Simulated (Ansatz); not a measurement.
Two states of MnNbSi

```xyz
9
Lattice="6.3868 0.0000 0.0000 -3.1934 5.5311 0.0000 0.0000 0.0000 3.5368" Properties=species:S:1:pos:R:3 pbc="T T T"
Nb    3.7618    0.0000    1.7684
Nb    1.3125    2.2733    1.7684
Nb   -1.8809    3.2578    1.7684
Mn    1.5456    0.0000    0.0000
Mn    2.4206    4.1926    0.0000
Mn   -0.7728    1.3385    0.0000
Si   -0.0003    3.6876    0.0000
Si    3.1937    1.8435    0.0000
Si    0.0000    0.0000    1.7684
```

Method: r2SCAN, with U_eff = 2.08 eV on Mn d (all-electron-ortho-atomic projectors); PAW, plane waves to 500 eV, 4×4×7 Γ-centred mesh, fermi-dirac occupations (width 0.1 eV) (Ansatz 0.2.0), atoms fixed.

State A: Mn4 up, Mn5 up, Mn6 up (collinear spin). State B: Mn4 down, Mn5 up, Mn6 down (collinear spin).

Which state is lower, and how do they differ?

State A is lower by 7.1 meV an atom at zero smearing. So small a gap isn't resolved on this mesh where a state is a metal.

```json
{"state": "A", "free energy (meV/atom)": "0.0", "largest moment in a small sphere (μB)": "3.47", "net moment (μB/cell)": "9.81", "gap on mesh (eV)": "metal", "pressure (GPa)": "17.8", "largest force (eV/Å)": "0.93"}
{"state": "B", "free energy (meV/atom)": "6.6", "largest moment in a small sphere (μB)": "3.36", "net moment (μB/cell)": "3.13", "gap on mesh (eV)": "metal", "pressure (GPa)": "15.7", "largest force (eV/Å)": "1.14"}
```

Origin: a database entry at a rescaled volume. Caveats: atoms or cell far from equilibrium.
